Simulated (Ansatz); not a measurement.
Space group Fm-3m (No. 225). a = 4.959 Å, b = 4.959 Å, c = 4.959 Å, α = 90.00°, β = 90.00°, γ = 90.00°
| atom | site | symmetry | x | y | z |
| --- | --- | --- | --- | --- | --- |
| Pb | 4a | m-3m | 0.0000 | 0.0000 | 0.0000 |

Equation of state of this Pb structure (not necessarily the ground state), with shape and atoms relaxed at each volume where symmetry leaves them free. It has no gap at any of these volumes. These are results of DFT PBE+D3(BJ), scalar-relativistic, plane waves, PAW (Ansatz), not measurements.

Settings: cutoff 420 eV, Γ-centred mesh 14×14×14 on the computed 1-atom cell, Gaussian smearing of 0.10 eV; no spin polarisation.

```json
{"V (Å³/atom)": "26.830", "E − E(largest V) (meV/atom)": "44.93", "P (GPa)": "7.97"}
{"V (Å³/atom)": "27.745", "E − E(largest V) (meV/atom)": "6.73", "P (GPa)": "5.42"}
{"V (Å³/atom)": "28.660", "E − E(largest V) (meV/atom)": "-17.93", "P (GPa)": "3.27"}
{"V (Å³/atom)": "29.574", "E − E(largest V) (meV/atom)": "-31.28", "P (GPa)": "1.48"}
{"V (Å³/atom)": "30.489", "E − E(largest V) (meV/atom)": "-35.26", "P (GPa)": "-0.01"}
{"V (Å³/atom)": "31.404", "E − E(largest V) (meV/atom)": "-31.52", "P (GPa)": "-1.24"}
{"V (Å³/atom)": "32.318", "E − E(largest V) (meV/atom)": "-21.42", "P (GPa)": "-2.27"}
{"V (Å³/atom)": "33.538", "E − E(largest V) (meV/atom)": "0.00", "P (GPa)": "-3.30"}
```

**Question.** Fit a third-order Birch–Murnaghan equation to E(V).

**Answer.** V0 = 30.48 Å³/atom, B0 = 45 GPa, B0' = 5.3.

Spin-orbit coupling is left out, which matters for the bands of heavy elements. An atom lies near a switch of its D3 coefficient C6 between reference coordination numbers, so the dispersion energy changes steeply there and can make or shift the minimum.

Cost: 8 runs of about 0.34 core-minutes in all, on Arm Neoverse V1 (shared hosts).